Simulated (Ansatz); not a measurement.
HgPd: pressure against volume

HgPd, P4/mmm, a = 3.010 Å, c = 3.742 Å. The structure is a COD entry; whether it is the stable form wasn't checked. Ansatz: PBEsol, PAW, 420 eV, Γ-centred 14×14×12 mesh on 2 atoms, Gaussian smearing 0.10 eV; no spin polarisation. Shape and atoms are relaxed at each volume; pressure is positive in compression.

```
V (Å³/atom) P (GPa)
     15.930        ?
     16.439     4.87
     16.947     0.00
     17.456    -3.98
     17.964    -7.22
```

**Question.** Take V0 = 16.947 Å³/atom, fit the third-order Birch–Murnaghan form to the other rows, and predict the missing pressure.

**Answer.** With the Eulerian strain f = ½[(V0/V)^(2/3) − 1] and y = P/[3f(1 + 2f)^(5/2)], the form is the line y = B0 + 1.5 B0 (B0′ − 4) f. Rows (f, y): 0.01025, 150.5; -0.00977, 142.7; -0.01905, 139.2. Means f = -0.006190, y = 144.13; Σ(Δf)² = 0.0004485, ΣΔfΔy = 0.1732; the slope is their ratio. y = 146.5 + 386.3 f GPa, so B0 = 146.5 GPa and B0′ = 4 + 2 × (386.3)/(3 × 146.5) = 5.76. At V = 15.930, f = 0.02106, y = 154.64 and P = 10.83 GPa. The run gave 10.83 GPa, the same to the digits shown. The form still works here, 33 % of the fitted range beyond its end.

Spin–orbit coupling is left out, which can shift energies with elements as heavy as these.